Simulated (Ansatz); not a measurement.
Input:

Starting cell, SrTiO$_{3}$ (cubic perovskite):

```
SrTiO3
1.0
    3.90753     0.00000     0.00000
    0.00000     3.90753     0.00000
    0.00000     0.00000     3.90753
Sr Ti O
1 1 3
Direct
  0.00000   0.00000   0.00000
  0.50000   0.50000   0.50000
  0.00000   0.50000   0.50000
  0.50000   0.50000   0.00000
  0.50000   0.00000   0.50000
```

In each cell atom 1 (Sr, nearest neighbour O at 2.763 Å; its periodic images, 3.9 Å or more away, move with it) moves by s·(0.707, 0.707, 0.000) (along Cartesian [110]), the rest being held.

The numbers are results of r2SCAN (plane waves to 500 eV, PAW, scalar-relativistic; Ansatz, an electronic-structure program), not measurements. k mesh 7×7×7 (Γ-centred), Fermi-Dirac smearing 0.05 eV. The energy includes the smearing's −TS. Left out: 2 of 11 points, with atoms too close for the PAW data. SrTiO3 is run without spin polarisation. SrTiO3 was relaxed with its symmetry unable to fall. The PAW data are Ansatz's earlier set. The zero of ΔE is the undisplaced structure.

The scan covers s from -0.664 to 0.664 Å in 9 points.

### Question
Is the energy the same for equal positive and negative displacements?

### Answer
Even: the same for both signs. With its periodic images moving along, the atom's site symmetry in this cell is m-3m.

### Question
What force acts on the atom along the line at s = -0.664 Å?

### Answer
6.18 eV/Å.

### Question
What is the energy change at s = 0.664 Å?

### Answer
1443 meV/cell.

### Question
What is the force constant k = d²E/ds² of this move at s = 0?

### Answer
3.99 eV/Å².

(For displaced atoms, the force is minus the slope of the energy, and its curvature is a force constant, which sets phonon frequencies.)
